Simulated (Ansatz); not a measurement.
An element in the sc structure gives these cold pressures by all-electron LAPW under PBEsol (Ansatz 0.2.0, scalar-relativistic, no spin polarisation).

```csv
V (Å³/atom),P (GPa)
39.14,-0.03
34.45,0.97
30.53,2.40
26.62,4.84
22.70,9.22
19.57,15.53
16.83,25.2
```

Problem. Which element is it?

Solution. Na. Its zero-pressure volume in this structure is near 39.1 Å³/atom; the volume and the steepness of P(V) together point to it, though neighbours can come close. This is the case that was computed; others weren't tested.
